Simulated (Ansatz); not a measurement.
Run on YSe: DFT, PBEsol, all-electron LAPW, scalar-relativistic (Ansatz 0.2.0). This run: one bond, the shortest of the undistorted cell, set to 1.825 Å.

The cell is entry 1538958 of the Crystallography Open Database, unrelaxed.

Command: `ansatz run input.yaml --threads 1 --pin off --max-ram 2048MiB --backend cpu --events-out ev --progress --plain --runs-dir out` It took 39 s on 1 thread of Intel(R) Xeon(R) 6975P-C (Granite Rapids) (shared host), peak memory 0.5 GiB.

```yaml
crystal:
  lattice:
    - [0.0, 2.8515, 2.8515]
    - [2.8515, 0.0, 2.8515]
    - [2.8515, 2.8515, 0.0]
  atoms:
    - { symbol: "Y", position: [0.41, 0.41, 0.59] }
    - { symbol: Se, position: [0.09, 0.09, -0.09] }
kpoints:
  mp_grid: { grid: [7, 7, 7] }
scf:
  occupations: { method: fermi_dirac, width: 0.03 }
hamiltonian:
  xc: pbesol
  pseudopotentials: { kind: all_electron, lapw: { basis_error: 0.001 } }
output:
  forces: true
  stress: true
  eigenvalues: true
  populations: true
```

Output:

```
Y: projections on atomic orbitals take those of the free atom 1s2 2s2 2p6 3s2 3p6 3d10 4s2 4p6 4d1 5s2, of charge +0.00 (hamiltonian.pseudopotentials.projection_atoms)
Se: projections on atomic orbitals take those of the free atom 1s2 2s2 2p6 3s2 3p6 3d10 4s2 4p4, of charge +0.00 (hamiltonian.pseudopotentials.projection_atoms)
LAPW: plane waves up to 12.633 Å⁻¹, error target 1.0e-3 eV per atom; small_component_spin mean_spin; Se in spheres of 0.930 Å, 24 of its electrons in bands, Dirac shells []; Y in spheres of 0.895 Å, 29 of its electrons in bands, Dirac shells [] (how accurate: hamiltonian.pseudopotentials.lapw.basis_error, Limitations)
Engine: ansatz 0.2.0
Pseudopotentials: kind: all_electron
Pseudopotential: Y, LAPW, valence charge 29, lapw/all_electron/scalar/gaussian/Y, Koelling and Harmon's equation, gaussian nucleus
Pseudopotential: Se, LAPW, valence charge 24, lapw/all_electron/scalar/gaussian/Se, Koelling and Harmon's equation, gaussian nucleus
Functional definition: PBEsol
  exchange = pbesol_x
  correlation = pbesol_c
Crystal: 2 atoms, lattice volume = 46.371 Å³
Basis set: ecut = 608.0697002780269 eV, 1591 PW (Γ), exchange–correlation at level 2
Bands: 32, of which v1, the nominal top of the filled ones, is band 27 counted from 1 (26 counted from 0)
Symmetry: 8 space group operations
Space group: I4mm (ITA 107), of the structure as read, at distance tolerance 3.6e-5 Å
k-points: 40 of 343 (time reversal used)
Non-local potential: Y, projectors of the file, none
Non-local potential: Se, projectors of the file, none
Initial density: superposition of atomic densities (chi_scale 0.1, normalization cell, long waves kept (reshape's long-wave potential 0.00 eV rms))
Initial wavefunctions: plane waves of lowest kinetic energy (no species holds an atomic orbital)
Functional: x = pbesol(κ = 0.804, μ = 0.12345679012345678), c = pbesol(β = 0.046)
iter 1 solved again at ethr=4.39e-3 eV; its pass at ethr=1.00e-1 eV (dr2=2.33e0 eV) is discarded
SCF iter   1: F=—  HF=-158141.821208 eV  |F-HF|=—  |Δ(HF+E_count)|=         —  Δρ=6.14e-2  dr2=2.33e0  ethr=4.39e-3  ⟨swp⟩=2.0  Hψ=7920  notcnv=0
preconditioner: auto → Kerker (q_TF=auto, 2.790 Å⁻¹)  [metal: Δε(μ)=0.090 eV  Ē_g=9.492 eV  σ=0.030 eV  W_gap=0.48  n_scr=14 (ndim 8)  ℏωp=16.4 eV  f_vac=0.000  D(μ)=1.98/eV (n_scr^D=14)]
SCF iter   2: F=—  HF=-158141.234960 eV  |F-HF|=—  |Δ(HF+E_count)|=   5.86e-1  Δρ=3.45e-2  dr2=8.17e-1  ethr=4.39e-3  ⟨swp⟩=2.0  Hψ=3720  notcnv=0
iter 3 solved again at ethr=7.57e-5 eV; its pass at ethr=1.54e-3 eV (dr2=4.01e-2 eV) is discarded
SCF iter   3: F=—  HF=-158140.969030 eV  |F-HF|=—  |Δ(HF+E_count)|=   2.66e-1  Δρ=6.92e-3  dr2=4.02e-2  ethr=7.57e-5  ⟨swp⟩=2.0  Hψ=6642  notcnv=0
SCF iter   4: F=—  HF=-158140.960503 eV  |F-HF|=—  |Δ(HF+E_count)|=         —  Δρ=1.84e-3  dr2=1.40e-3  ethr=7.57e-5  ⟨swp⟩=3.0  Hψ=3821  notcnv=0
the basis was enlarged: its passes take 326.5 KiB over the memory plan, 1 of 1 planned eigensolver slots
SCF iter   5: F=—  HF=-158140.960070 eV  |F-HF|=—  |Δ(HF+E_count)|=   4.33e-4  Δρ=8.21e-4  dr2=5.07e-4  ethr=2.63e-6  ⟨swp⟩=2.0  Hψ=3509  notcnv=0
SCF iter   6: F=—  HF=-158140.959579 eV  |F-HF|=—  |Δ(HF+E_count)|=   4.91e-4  Δρ=4.44e-4  dr2=1.30e-4  ethr=9.57e-7  ⟨swp⟩=2.1  Hψ=3512  notcnv=0
SCF iter   7: F=—  HF=-158140.959580 eV  |F-HF|=—  |Δ(HF+E_count)|=   9.50e-7  Δρ=1.27e-4  dr2=8.32e-6  ethr=2.45e-7  ⟨swp⟩=2.6  Hψ=3547  notcnv=0
SCF iter   8: F=—  HF=-158140.959575 eV  |F-HF|=—  |Δ(HF+E_count)|=   4.68e-6  Δρ=5.63e-5  dr2=1.69e-6  ethr=1.57e-8  ⟨swp⟩=2.2  Hψ=3517  notcnv=0
SCF iter   9: F=—  HF=-158140.959575 eV  |F-HF|=—  |Δ(HF+E_count)|=   1.28e-7  Δρ=1.69e-5  dr2=1.51e-7  ethr=3.19e-9  ⟨swp⟩=2.6  Hψ=3538  notcnv=0
SCF iter  10: F=-158140.959575 eV  HF=-158140.959575 eV  |F-HF|=9.02e-10  |Δ(HF+E_count)|=   4.07e-9  Δρ=4.58e-6  dr2=1.23e-8  ethr=2.85e-10  ⟨swp⟩=2.4  Hψ=3528  notcnv=0
SCF 1 converged in 10 iterations: F = -158140.959575 eV  dr2 = 1.23e-8
SCF converged after 10 iterations
Free energy (F): -158140.959575 eV
Harris-Foulkes:  -158140.959575 eV  (|F-HF|=9.02e-10)
Internal energy: -158140.951749 eV  (E = F + TS)
E sigma→0 (E₀):  -158140.955662 eV
Entropy (-TS):   -0.007826 eV (-3.913 meV/atom)
Fermi energy:    13.754428 eV
--- Per-component energies (eV) ---
  E_band       = -5217.886858
  E_kinetic    = 162628.115405
  E_xc         = -5290.675838
  E_electrostatic = -315478.391317  (all electrons and nuclei)
  E_smearing   = -0.007826  (= −TS)
  E_closure    = 0.000000  (closes the sum)
  E_atoms      = -158137.747375  (free atoms, spherical and without spin; not in F)
  Σ components = -158140.959575   (vs F -158140.959575, Δ=0.00e0)
  Basis errors (estimates in eV, not in F): energy 5.6e-4 per atom: plane waves 5.1e-4 (3.0e-4 summed), levels above the bands 2.4e-85, relativity 3.8e-8, radial functions 4.3e-5, core shells 1.3e-9; eigenvalues (radial functions only) 1.2e-6; not estimated: angular momenta, meshes, grids; target (lapw.basis_error) 1.0e-3; muffin-tin radii Se 0.930 Å, Y 0.895 Å
--- Forces (eV/Å), atoms counted from 1 ---
  atom   1  Y      0.00000000    -0.00000000    33.68090840
  atom   2  Se    -0.00000000    -0.00000000   -33.68089722
  max |Σ_I F_I| component: 1.12e-5 eV/Å
--- Stress (GPa, compression-positive) ---
       -4.485240       0.000000       0.000000
        0.000000      -4.485240       0.000000
        0.000000       0.000000     208.107582
  P = ⅓ Tr σ = 66.3790 GPa (663.790 kbar)
--- Band table (eV; the first three rows and the last of 40) ---
  k-point 0: bands = ["-348.5596", "-266.5385", "-266.4938", "-266.4938", "-195.5154", "-135.3295", "-135.1271", "-135.1271", "-131.3842", "-131.3842", "-131.3826", "-131.3500", "-131.3433", "-36.0278", "-35.7508", "-35.7508", "-35.5612", "-35.5547", "-29.2253", "-11.1222", "-8.9982", "-8.9982", "-0.3115", "8.6575", "8.6575", "10.6791", "14.2976", "14.5380", "15.1666", "17.2206", "17.2206", "18.5963"]
  k-point 1: bands = ["-348.5596", "-266.5385", "-266.4938", "-266.4938", "-195.5154", "-135.3295", "-135.1271", "-135.1271", "-131.3842", "-131.3842", "-131.3826", "-131.3500", "-131.3433", "-36.0280", "-35.7508", "-35.7508", "-35.5612", "-35.5547", "-29.2202", "-11.1594", "-9.0375", "-9.0086", "-0.1241", "8.3867", "8.7261", "10.5863", "14.1637", "14.6840", "14.8191", "17.3764", "18.0765", "19.4116"]
  k-point 2: bands = ["-348.5596", "-266.5385", "-266.4938", "-266.4938", "-195.5154", "-135.3295", "-135.1271", "-135.1271", "-131.3842", "-131.3842", "-131.3826", "-131.3500", "-131.3433", "-36.0286", "-35.7506", "-35.7506", "-35.5612", "-35.5546", "-29.2087", "-11.2440", "-9.1185", "-9.0318", "0.3051", "7.7882", "8.8428", "10.5315", "13.7863", "14.7990", "15.2791", "18.2026", "18.9153", "19.3491"]
  k-point 39: bands = ["-348.5596", "-266.5385", "-266.4938", "-266.4938", "-195.5154", "-135.3295", "-135.1271", "-135.1271", "-131.3842", "-131.3842", "-131.3826", "-131.3500", "-131.3433", "-36.0305", "-35.7501", "-35.7501", "-35.5610", "-35.5548", "-29.1825", "-11.4861", "-9.1564", "-9.1285", "0.7958", "9.2924", "9.7547", "10.7516", "12.4373", "13.4334", "15.8138", "16.4382", "17.2868", "18.2453"]
--- Löwdin populations: 2 sites ---
  site symbol       q [e]
     0      Y     39.1663
     1     Se     33.7135
  spilling = 0.001646 (of n_electrons = 73.000000)
```

populations.tsv:

```
# site	symbol	l	j	q
# orbitals = lowdin
# n_electrons = 73.000000
# spilling = 0.001646
# projection_atom_Y: 1s2 2s2 2p6 3s2 3p6 3d10 4s2 4p6 4d1 5s2
# projection_atom_Se: 1s2 2s2 2p6 3s2 3p6 3d10 4s2 4p4
0	Y	0_1S	-	1.999995
0	Y	0_2S	-	1.999792
0	Y	0_3S	-	1.996137
0	Y	0_4S	-	1.928888
0	Y	0_5S	-	0.475219
0	Y	1_2P	-	5.999997
0	Y	1_3P	-	5.999511
0	Y	1_4P	-	5.916531
0	Y	2_3D	-	9.999888
0	Y	2_4D	-	2.850331
1	Se	0_1S	-	1.999974
1	Se	0_2S	-	1.998749
1	Se	0_3S	-	1.976135
1	Se	0_4S	-	1.566170
1	Se	1_2P	-	5.999978
1	Se	1_3P	-	5.994908
1	Se	1_4P	-	4.182755
1	Se	2_3D	-	9.994849
```
